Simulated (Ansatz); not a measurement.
Input and command of a plane-wave DFT calculation in Ansatz:

```yaml
crystal:
  lattice:
    - [3.318, 0.0, 0.0]
    - [0.0, 3.318, 0.0]
    - [0.0, 0.0, 3.16]
  atoms:
    - { symbol: Sb, position: [0.0, 0.0, 0.0] }
basis:
  ecutwfc: 500
kpoints:
  mp_grid: { grid: [16, 16, 16] }
hamiltonian:
  xc: r2scan
scf:
  occupations: { method: gaussian, width: 0.15 }
output:
  forces: true
  stress: true
  eigenvalues: true
```

```bash
ansatz run input.yaml --threads 1 --pin off --max-ram 2560MiB --backend cpu --events-out ev --progress --plain --runs-dir out
```

Processor: Oxide Virtual Turin-like Processor (Zen 5), 1 thread, on a host shared with other jobs.

Task: How long does it run, and how much memory does it take?

Result: About 23 s on 1 thread of Oxide Virtual Turin-like Processor (Zen 5), on a shared host, peak memory 0.57 GiB. It solves 12 bands at 405 k points (the mesh reduced by symmetry) with about 891 plane waves, in 6 SCF iterations.
